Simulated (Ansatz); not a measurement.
LuN (rock salt, space group No. 225), the program Ansatz at the PBE level (PAW), all energies at zero smearing, with the estimated change up to a 700 eV cutoff added, with one set of potentials and settings (totals compare only within such a set). Cell of 2 atoms (1 Lu, 1 N): -15119.956 eV.

```
element                reference phase  E (eV/atom)
-------  -----------------------------  -----------
Lu       P6_3/mmc, 2 atoms in the cell  -14732.4262
N            Pa-3, 8 atoms in the cell    -384.0325
```

Formation energy per atom, worked out: (-15119.956 − 1×(-14732.4262) − 1×(-384.0325))/2 = -1.749 eV/atom (-169 kJ per mol of atoms), at 0 K, without zero-point energy or fitted corrections.

Space group Fm-3m (rock salt). The workflow started from an entry of the Crystallography Open Database (COD). Its standing as an ambient phase is unchecked. Symmetry was held in the PBE relaxation; whether a distortion lowers the energy is not shown. The references are the lowest solids computed at this level, not always the standard phases (solids in place of the gases). Scalar-relativistic: spin–orbit coupling is off unless named, which matters more the heavier the elements.

Potentials: the later of the program's two PAW sets.
